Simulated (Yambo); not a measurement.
G0W0@PBEsol for KHgF$_{3}$ (space group Cmmm, No. 65, within 0.06 Å of Pm-3m) in Yambo. Reference settings: 2×2×2 Γ-centred k mesh, bands 5 to 142 and a 7 Ry block in the screening, 142 bands in G with the Bruneval-Gonze terminator, plasmon pole fitted at 27.2 eV. The PBEsol gap (-0.5, -0.5, -0.5) → Γ on this mesh is 0.41 eV; G0W0 gaps are taken between the same points.

The settings were changed. The gap went from 2.35 eV to 2.61 eV, and the shift of the valence edge from -0.98 eV to -0.94 eV.

Task: Which change was made?
A. 95 bands in G, no terminator
B. 6 Ry block
C. 71 bands in W
D. 95 bands in G

Result: C, 71 bands in W. The others gave (gap, valence shift): 6 Ry block: 2.36, -0.99 eV; 95 bands in G: 2.37, -0.98 eV; 95 bands in G, no terminator: 2.14, -0.54 eV.

Spin-orbit coupling is not included.

Geometry of the Materials Project entry, not relaxed at this level; primitive cell a = 4.5326 Å, b = 4.5326 Å, c = 4.5244 Å, α = 90.00°, β = 90.00°, γ = 90.11°.

A shift is the quasiparticle energy of the state minus its PBEsol energy.
